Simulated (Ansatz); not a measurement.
Starting cell, Ti (hcp, Mg type):

```
Ti
1.0
    2.93588     0.00000     0.00000
   -1.46794     2.54255     0.00000
    0.00000     0.00000     4.63656
Ti
2
Direct
  0.33333   0.66667   0.75000
  0.66667   0.33333   0.25000
```

In each cell atom 2 (Ti, nearest neighbour Ti at 2.872 Å; its periodic images, 2.9 Å or more away, move with it) moves by s·(1.000, 0.000, 0.000) (along Cartesian x), the rest being held.

The numbers are results of r2SCAN (plane waves to 500 eV, PAW, scalar-relativistic; Ansatz, a first-principles code), not measurements. k mesh 15×15×8 (Γ-centred), Fermi-Dirac smearing 0.05 eV. The energy includes the smearing's −TS. With partly filled bands, energies and forces of such displacements shift with the k mesh and the smearing. Ti is run without spin polarisation. Ti was relaxed with its symmetry unable to fall. ΔE is measured from the undisplaced structure. The last digit holds for this mesh only.

| s (Å) | ΔE (meV/cell) |
|---|---|
| -0.860 | 351.1 |
| -0.688 | 267.2 |
| -0.516 | 177.3 |
| -0.344 | 95.6 |
| -0.172 | withheld |
| 0.000 | 0.0 |
| 0.172 | withheld |
| 0.344 | 95.6 |
| 0.516 | 177.3 |
| 0.688 | 267.2 |
| 0.860 | 351.1 |

Task: Fit an even polynomial form (powers 2, 4, 6) to the given rows and predict ΔE at s = -0.172.

Result: Least squares on the 9 given rows: ΔE = (884.5)·s² + (-908.2)·s⁴ + (479.4)·s⁶, in meV/cell with s in Å; root-mean-square residual 1.99 meV/cell. At -0.172 the fit gives 25.4 meV/cell; the calculation gives 27.5 meV/cell, so the interpolation is off by -2.1 (-7.6 %). The quadratic term alone would give 26.2 meV/cell.

(For displaced atoms, the force is minus the slope of the energy, and its curvature is a force constant, which sets phonon frequencies.)
